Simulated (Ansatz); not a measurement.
Be (diamond, Fd-3m) under volume change, PBE in the plane-wave PAW code Ansatz, scaled uniformly.

```tsv
V (Å³/atom)	E − E(relaxed) (meV/atom)	P (GPa)
13.371	18.8	4.86
13.812	8.0	3.03
14.252	1.9	1.41
14.693	0.0	0.00
15.134	1.7	-1.24
15.575	6.7	-2.33
16.015	14.4	-3.28
```

What does a third-order Birch–Murnaghan fit give for V₀, B₀ and B′?

V₀ = 14.69 Å³/atom, B₀ = 44.1 GPa, B′ = 3.3.

A made-up cell: these elements were put on the sites of a structure type; neither database checked (COD, Materials Project) lists it. It is not the phase usual at ambient conditions (space group No. 194). The cell was relaxed with PBE under the symmetry of its start. At this level the phase is mechanically unstable.

Potentials: the later of the program's two PAW sets.
